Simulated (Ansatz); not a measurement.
# Two Ansatz runs on BiMo

The structure comes from a relaxation in the same program, started in the rocksalt type, and has space group Fm-3m. Whether it is a known phase or the ground state wasn't checked.

First run: DFT, PBEsol, PAW with Ansatz's default frozen-core files, scalar-relativistic (Ansatz 0.2.0).

Command: `ansatz run input.yaml --threads 1 --pin off --max-ram 2048MiB --backend cpu --events-out ev --progress --plain --runs-dir out` The run took about 4.3 s on 1 thread of a shared machine.

```yaml
crystal:
  lattice:
    - [0.0, 2.8444813037, 2.8444813037]
    - [2.8444813037, 0.0, 2.8444813037]
    - [2.8444813037, 2.8444813037, 0.0]
  atoms:
    - { symbol: Mo, position: [0.0, 0.0, 0.0] }
    - { symbol: Bi, position: [0.5, 0.5, 0.5] }
kpoints:
  mp_grid: { grid: [12, 12, 12] }
  band_path:
    path:
      - [0.0, 0.0, 0.0]
      - [0.5, 0.0, 0.5]
      - [0.625, 0.25, 0.625]
      - [0.375, 0.375, 0.75]
      - [0.0, 0.0, 0.0]
      - [0.5, 0.5, 0.5]
      - [0.5, 0.25, 0.75]
      - [0.5, 0.0, 0.5]
    npoints: 5
scf:
  occupations: { method: fermi_dirac, width: 0.05 }
hamiltonian:
  xc: pbesol
  pseudopotentials: { kind: paw }
output:
  forces: true
  stress: true
  eigenvalues: true
  efg: { contact_densities: true }
  write_density: true
  write_potential: true
  elf: true
  volumetric_format: npy
```

Result: converged; pressure -4.64 GPa; 6 SCF iterations.

Spin polarisation is left out, and whether a magnetic state lies lower isn't shown here.

Spin–orbit coupling is left out, though it moves levels of the heavy atoms by tenths of an eV or more.

The input is then changed:

```diff
@@ -30,7 +30,5 @@
   eigenvalues: true
   efg: { contact_densities: true }
-  write_density: true
-  write_potential: true
-  elf: true
-  volumetric_format: npy
+basis:
+  xc_grid: 3
```

What does the second run give?

It converged; energy at zero smearing 0.0 meV/atom from the first run; pressure -4.64 GPa; 6 SCF iterations.

The results part of its log:

```
SCF 1 converged in 6 iterations: F = -17136.997598 eV  dr2 = 1.43e-8
  greatest PAW one-centre occupation: 0.999 electrons in one spin orbital (limit 2), on the Mo atom at site 0 (counted from 0), in its partial waves of l = 0
NSCF: frozen V_eff on 36 k-points
SCF converged after 6 iterations
Free energy (F): -17136.997598 eV
Harris-Foulkes:  -17136.997598 eV  (|F-HF|=4.00e-11)
Internal energy: -17136.959144 eV  (E = F + TS)
E sigma→0 (E₀):  -17136.978371 eV
Entropy (-TS):   -0.038455 eV (-19.227 meV/atom)
Fermi energy:    14.934879 eV
--- Per-component energies (eV) ---
  E_band       = -169.397730
  E_kinetic    = 745.856239
  E_local      = -2349.308913  (includes V_loc(G=0)·N_el)
  E_nonlocal   = 709.890244
  E_hartree    = 764.781625
  E_xc         = -329.850869
  E_vxc        = -369.276375  (∫ρ·V_xc dr)
  E_paw        = -13656.535044  (= ΣΔE_a)
  E_vpaw       = -436.124065  (= ΣTr[D̂ρ^β])
  E_aug_tail   = -0.000443  (compensation charges beyond the density's cutoff)
  E_ewald      = -3022.091032
  E_core_change = 0.299052  (= ΣΔE_core)
  E_smearing   = -0.038455  (= −TS)
  E_closure    = -0.000000  (closes the sum)
  Σ components = -17136.997598   (vs F -17136.997598, Δ=0.00e0)
--- Forces (eV/Å), atoms counted from 1 ---
  atom   1  Mo    -0.00000000     0.00000000     0.00000000
  atom   2  Bi     0.00000000    -0.00000000     0.00000000
  max |Σ_I F_I| component: 1.67e-28 eV/Å
--- Stress (GPa, compression-positive) ---
       -4.642476       0.000000       0.000000
        0.000000      -4.642476       0.000000
        0.000000       0.000000      -4.642476
  P = ⅓ Tr σ = -4.6425 GPa (-46.425 kbar)
--- PAW observables at the nuclei: V_zz in 10²¹ V/m², potentials from the cell's mean, atoms counted from 1 ---
  atom   1  Mo V_zz =    +0.000000   η = 0.0000   by run symmetry: forbidden
            electrostatic potential = -6357.965417 V   contact ρ = 594276.819690 e/Å³
  atom   2  Bi V_zz =    -0.000000   η = 0.0000   by run symmetry: forbidden
            electrostatic potential = -17835.971875 V   contact ρ = 17883461.316353 e/Å³
--- Band table (eV; the first three rows and the last of 72) ---
  k-point 0: bands = ["-45.8411", "-19.9883", "-19.9883", "-19.9883", "-7.8761", "-7.8761", "-7.7880", "-7.7880", "-7.7880", "2.1292", "13.8586", "13.8586", "13.8586", "14.3465", "14.3465", "16.3587", "16.3587", "16.3587", "19.2607"]
  k-point 1: bands = ["-45.8410", "-19.9912", "-19.9892", "-19.9892", "-7.8724", "-7.8724", "-7.7869", "-7.7858", "-7.7858", "2.2169", "13.5881", "13.7712", "13.7712", "14.0998", "14.0998", "15.8323", "16.8387", "16.8387", "20.0392"]
  k-point 2: bands = ["-45.8406", "-19.9993", "-19.9917", "-19.9917", "-7.8623", "-7.8623", "-7.7838", "-7.7798", "-7.7798", "2.4721", "12.7008", "13.1890", "13.1890", "14.1468", "14.1468", "15.2985", "17.7902", "17.7902", "20.9573"]
  k-point 71: bands = ["-45.8385", "-20.0130", "-20.0130", "-20.0102", "-7.8685", "-7.8263", "-7.7685", "-7.7685", "-7.7312", "3.9619", "11.2578", "11.2578", "11.4435", "15.2081", "15.2081", "15.3469", "15.7688", "16.2286", "22.7277"]
```
